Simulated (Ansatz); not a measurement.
Ag₃O:
```cif
data_Ag6O2
_chemical_formula_sum 'O2 Ag6'
_space_group_name_H-M_alt 'P-31m'
_space_group_IT_number 162
_space_group_name_Hall '-P 3 2'
_cell_length_a 5.32185
_cell_length_b 5.32185
_cell_length_c 4.97124
_cell_angle_alpha 90.000
_cell_angle_beta 90.000
_cell_angle_gamma 120.000
loop_
_atom_site_label
_atom_site_type_symbol
_atom_site_symmetry_multiplicity
_atom_site_Wyckoff_symbol
_atom_site_fract_x
_atom_site_fract_y
_atom_site_fract_z
_atom_site_occupancy
O1 O 2 d 0.33333 0.66667 0.50000 1
Ag1 Ag 6 k 0.31117 0.31117 0.77943 1
```

Relaxed with r²SCAN.

Q: Which orbitals make up the states near the Fermi level in the program Ansatz at the r²SCAN level (PAW)?

A: Within 0.5 eV of the Fermi level: O 2p 48 %, Ag 4d 37 %, Ag 5s 10 %. Projections are on Löwdin-orthogonalised atomic valence shells; empty p or d shells of many metals are not among them.

Q: Tabulate the density of states.

A: States/eV per cell of 8 atoms, in 0.25 eV bins, energy from the Fermi level.

```csv
E (eV),total,Ag 4d,O 2p,Ag 5s
-6.50,0.00,0.00,0.00,0.00
-6.25,2.31,0.98,0.69,0.62
-6.00,6.46,3.21,2.02,1.18
-5.75,12.62,7.11,3.95,1.50
-5.50,12.72,7.38,4.02,1.22
-5.25,12.35,9.20,2.35,0.72
-5.00,16.99,14.53,1.60,0.73
-4.75,14.01,12.60,0.74,0.54
-4.50,21.33,19.32,1.02,0.75
-4.25,15.30,13.82,0.68,0.64
-4.00,23.16,21.57,0.59,0.80
-3.75,16.76,15.16,0.65,0.73
-3.50,14.41,13.15,0.63,0.49
-3.25,16.56,15.48,0.66,0.31
-3.00,20.20,19.05,0.78,0.26
-2.75,29.29,27.99,0.80,0.35
-2.50,13.94,12.77,0.52,0.44
-2.25,3.88,2.74,0.57,0.44
-2.00,3.83,2.15,1.10,0.44
-1.75,7.31,3.78,2.64,0.65
-1.50,6.81,3.42,2.50,0.66
-1.25,5.47,2.42,2.32,0.50
-1.00,6.68,2.46,3.36,0.55
-0.75,6.87,2.29,3.25,1.03
-0.50,4.34,1.70,2.29,0.22
-0.25,1.75,0.73,0.95,0.02
0.00,1.03,0.36,0.45,0.15
0.25,0.50,0.11,0.11,0.21
0.50,0.64,0.13,0.14,0.28
0.75,0.80,0.15,0.17,0.36
1.00,0.98,0.17,0.21,0.46
1.25,1.20,0.20,0.25,0.56
1.50,1.56,0.24,0.32,0.75
1.75,2.27,0.33,0.49,1.05
2.00,3.00,0.38,0.63,1.23
2.25,1.90,0.22,0.32,0.88
2.50,1.68,0.18,0.24,0.84
2.75,1.56,0.17,0.20,0.85
3.00,1.72,0.17,0.17,0.98
3.25,1.48,0.13,0.12,0.83
3.50,1.37,0.10,0.10,0.76
3.75,1.52,0.09,0.11,0.83
4.00,2.10,0.10,0.15,1.03
4.25,1.88,0.08,0.12,0.84
4.50,1.84,0.07,0.11,0.71
4.75,1.95,0.06,0.11,0.69
```

The workflow started from an entry of the Crystallography Open Database (COD). Whether it is the stable phase at ambient conditions was not checked. The r²SCAN relaxation kept the symmetry of its start; its stability against distortions is not shown here. No spin polarisation was allowed. Spin–orbit coupling is left out wherever it is not named.

Potentials: the later of the program's two PAW sets.
